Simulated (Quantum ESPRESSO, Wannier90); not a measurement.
**Sb (P2₁/m, model phase): Wannier90 run**

Structure: Materials Project mp-1179605, symmetrised, not relaxed again. This isn't the element's usual structure (rhombohedral); take it as a model of another phase. Computed values, not measurements, from PBEsol: Quantum ESPRESSO (norm-conserving PseudoDojo potentials, cutoff 64 Ry, no spin polarisation, no spin-orbit coupling) on a Γ-centred 10×8×8 mesh, then Wannier90. Density: 10×8×8 mesh, cold smearing 0.01 Ry. Spin-orbit coupling is left out although heavy elements are present.

Input w.win:

```
num_bands = 15
num_wann = 8
exclude_bands = 1-10
num_iter = 0
conv_tol = 1.0e-6
conv_window = 4
dis_num_iter = 1000
dis_conv_tol = 1.0e-6
dis_froz_max = 11.70
write_hr = true
write_u_matrices = true
begin projections
Sb: s;p
end projections
begin unit_cell_cart
ang
    3.1224000000    0.0000000000    0.0000000000
    0.0000000000    4.3475200000    0.0000000000
   -0.0389180000    0.0000000000    4.4058480000
end unit_cell_cart
begin atoms_frac
Sb  -0.0113900000 -0.2500000000 -0.2411700000
Sb   0.0113900000  0.2500000000  0.2411700000
end atoms_frac
mp_grid = 10 8 8
begin kpoints
0.0000000000 0.0000000000 0.0000000000
0.0000000000 0.0000000000 0.1250000000
0.0000000000 0.0000000000 0.2500000000
... (637 more lines: the 10x8x8 mesh through Gamma)
end kpoints
```

On the energy scale of pw.x, whose zero is arbitrary, the Fermi level lies at 10.20 eV. Lines of w_hr.dat (R1 R2 R3 m n Re Im, eV) for R = 0 and one of the shortest lattice vectors, rounded to 0.01 eV, lines under 0.02 eV left out; orbitals in order: Sb1 s, Sb1 pz, Sb1 px, Sb1 py, Sb2 s, Sb2 pz, Sb2 px, Sb2 py.

```
    0    0    0    1    1     2.11     0.00
    0    0    0    5    1    -0.72     0.00
    0    0    0    6    1     0.95     0.00
    0    0    0    7    1     0.02     0.00
    0    0    0    8    1     0.97     0.00
    0    0    0    2    2    10.15     0.00
    0    0    0    5    2    -0.95     0.00
    0    0    0    6    2     0.79     0.00
    0    0    0    7    2     0.02     0.00
    0    0    0    8    2     1.38     0.00
    0    0    0    3    3    10.11     0.00
    0    0    0    5    3    -0.02     0.00
    0    0    0    6    3     0.02     0.00
    0    0    0    7    3    -0.56     0.00
    0    0    0    8    3     0.02     0.00
    0    0    0    4    4    10.13     0.00
    0    0    0    5    4    -0.97     0.00
    0    0    0    6    4     1.38     0.00
    0    0    0    7    4     0.02     0.00
    0    0    0    8    4     0.86     0.00
    0    0    0    1    5    -0.72     0.00
    0    0    0    2    5    -0.95     0.00
    0    0    0    3    5    -0.02     0.00
    0    0    0    4    5    -0.97     0.00
    0    0    0    5    5     2.11     0.00
    0    0    0    1    6     0.95     0.00
    0    0    0    2    6     0.79     0.00
    0    0    0    3    6     0.02     0.00
    0    0    0    4    6     1.38     0.00
    0    0    0    6    6    10.15     0.00
    0    0    0    1    7     0.02     0.00
    0    0    0    2    7     0.02     0.00
    0    0    0    3    7    -0.56     0.00
    0    0    0    4    7     0.02     0.00
    0    0    0    7    7    10.11     0.00
    0    0    0    1    8     0.97     0.00
    0    0    0    2    8     1.38     0.00
    0    0    0    3    8     0.02     0.00
    0    0    0    4    8     0.86     0.00
    0    0    0    8    8    10.13     0.00
   -1    0    0    1    1    -0.62     0.00
   -1    0    0    3    1     1.20     0.00
   -1    0    0    7    1    -0.02     0.00
   -1    0    0    2    2    -0.49     0.00
   -1    0    0    7    2     0.07     0.00
   -1    0    0    1    3    -1.22     0.00
   -1    0    0    3    3     2.07     0.00
   -1    0    0    5    3     0.02     0.00
   -1    0    0    6    3     0.07     0.00
   -1    0    0    7    3    -0.02     0.00
   -1    0    0    8    3     0.07     0.00
   -1    0    0    4    4    -0.49     0.00
   -1    0    0    7    4     0.07     0.00
   -1    0    0    5    5    -0.62     0.00
   -1    0    0    7    5     1.22     0.00
   -1    0    0    3    6    -0.08     0.00
   -1    0    0    6    6    -0.49     0.00
   -1    0    0    2    7    -0.08     0.00
   -1    0    0    4    7    -0.09     0.00
   -1    0    0    5    7    -1.20     0.00
   -1    0    0    7    7     2.07     0.00
   -1    0    0    3    8    -0.09     0.00
   -1    0    0    8    8    -0.49     0.00
```
